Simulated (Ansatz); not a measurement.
Data sheet: LaBi₃ (DFT)

LaBi₃ (Cu3Au type, Pm-3m), a = b = c = 5.0097 Å, α = β = γ = 90.00°.

Space group Pm-3m (No. 221), Cu3Au type; conventional cell a = b = c = 5.0097 Å, α = β = γ = 90.00°.

Method: r²SCAN (plane waves, PAW; program Ansatz). Structure relaxed to zero pressure with the same functional. Other levels are named where they apply.

**Cell and energy**

```json
{
 "volume_per_atom": "31.43 Å³",
 "density": "10.12 g/cm³",
 "Formation energy from the elements (no fitted shifts)": "-0.60 eV/atom"
}
```

**Electronic structure**

```json
{
 "electronic_character": "metallic (no gap)",
 "Density of states at the Fermi level": "0.60 states/eV per atom (mean over ±0.08 eV)"
}
```

The workflow started from a Materials Project entry (that database holds measured and hypothetical structures alike); the Crystallography Open Database copy checked does not list it. With La and Bi taken as one species the cell has the higher symmetry Fm-3m, so it may be an ordered model of a mixed-site phase. Whether it is the stable phase at ambient conditions was not checked. The cell was relaxed with r²SCAN under the symmetry of its start; whether a distortion lowers the energy is not shown. The references are the lowest solids computed at this level, not always the standard phases. Scalar-relativistic: spin–orbit coupling is off unless named, which matters more the heavier the elements.

Potentials: the later of the program's two PAW sets.
